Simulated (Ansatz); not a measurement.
This run works on a generated trial structure, not on a known crystal.

Input and command of a plane-wave DFT calculation in Ansatz:

```yaml
crystal:
  lattice:
    - [6.2864370109, 0.0, 0.0]
    - [0.0, 6.2864370109, 0.0]
    - [0.0, 0.0, 6.2864370109]
  atoms:
    - { symbol: La, position: [0.25, 0.0, 0.5], spin: 0.17 }
    - { symbol: La, position: [0.5, 0.75, 0.0], spin: 0.17 }
    - { symbol: La, position: [0.75, 0.0, 0.5], spin: 0.17 }
    - { symbol: La, position: [0.5, 0.25, 0.0], spin: 0.17 }
    - { symbol: La, position: [0.0, 0.5, 0.75], spin: 0.17 }
    - { symbol: La, position: [0.0, 0.5, 0.25], spin: 0.17 }
    - { symbol: Ti, position: [0.0, 0.0, 0.0], spin: 2.07 }
    - { symbol: Ti, position: [0.5, 0.5, 0.5], spin: 2.07 }
basis:
  ecutwfc: 420
kpoints:
  mp_grid: { grid: [6, 6, 6] }
hamiltonian:
  xc: pbe
scf:
  occupations: { method: gaussian, width: 0.1 }
output:
  forces: true
  stress: true
  eigenvalues: true
  populations: true
  write_density: true
  write_potential: true
  elf: true
  volumetric_format: npy
magnetization:
  spin_polarized: true
relax:
  adjacent_minimum: "off"
  f_tol: 0.01
  max_steps: 80
  cell: { stress_tol: 0.05 }
```

```bash
ansatz run input.yaml --threads 1 --pin off --max-ram 2560MiB --backend cpu --events-out ev --progress --plain --runs-dir out
```

Processor: Intel(R) Xeon(R) Processor @ 2.50GHz (Skylake/Cascade Lake), 1 thread, on a host shared with other jobs.

Problem. Estimate time, memory and problem size.

Solution. About 10 min, peak memory 0.91 GiB. It solves 58 bands at 20 k points (after reduction by symmetry) with about 5041 plane waves (on the last cell), in 42 SCF iterations over 4 ionic steps.
